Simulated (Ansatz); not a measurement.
With PBE (plane waves, PAW; program Ansatz), Si$_{3}$N$_{4}$ in the hexagonal phase (P6_3/m; Si on 6h, N on 2d, N on 6h) relaxes to a = 7.663 Å, c = 2.926 Å. Si has 4 nearest neighbours from 1.74 Å (tetrahedral); N on 2d has 3 nearest neighbours from 1.74 Å (trigonal planar); N on 6h has 3 nearest neighbours from 1.75 Å (trigonal planar). Its formation energy from the elements is -1.05 eV/atom, with no fitted shifts.

It is gapped at this level: 4.25 eV (indirect). The valence maximum lies on the Γ–A line, 34 % of the way from Γ and the conduction minimum at Γ. The electron mass is 0.22, 1.5, 1.5 mₑ (principal values). The hole mass is 0.85, 0.85, 1.8 mₑ (principal values).

An equation-of-state fit gives a bulk modulus of 233 GPa.

The PBE relaxation kept the symmetry of its start. The references are the lowest solids computed at this level, not always the standard phases (solids in place of the gases).

Potentials: the earlier of the program's two PAW sets.
